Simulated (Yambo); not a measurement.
G0W0@PBEsol for VBiO4 (space group I4_1/amd, No. 141) in Yambo. Reference settings: 2×2×2 Γ-centred k mesh, bands 3 to 269 and a 7 Ry block in the screening, 269 bands in G with the Bruneval-Gonze terminator, plasmon pole fitted at 27.2 eV. The PBEsol gap N → N on this mesh is 2.76 eV; G0W0 gaps are taken between the same points.

The settings were changed. The gap went from 4.34 eV to 4.30 eV, and the shift of the valence edge from -0.34 eV to -0.13 eV.

Q: What was changed between the two runs?
A. 2 Ry block
B. 117 bands in W, 117 bands in G
C. 117 bands in G
D. 138 bands in W

A: B, 117 bands in W, 117 bands in G. The others gave (gap, valence shift): 138 bands in W: 4.34, -0.22 eV; 117 bands in G: 4.30, -0.30 eV; 2 Ry block: 5.03, -0.34 eV.

The standard potential for Bi keeps a d shell in the valence without the s and p states of that shell. In tests on such compounds this moved G0W0 gaps by up to about 0.9 eV, so absolute quasiparticle energies here are unreliable; differences between settings are what counts.

Spin-orbit coupling is not included.

Geometry of the Materials Project entry, not relaxed at this level; primitive cell a = 6.084 Å, b = 6.084 Å, c = 6.084 Å, α = 106.26°, β = 106.26°, γ = 116.11°.

The runs are not spin-polarised; magnetic order was not tried.

A shift is the quasiparticle energy of the state minus its PBEsol energy.
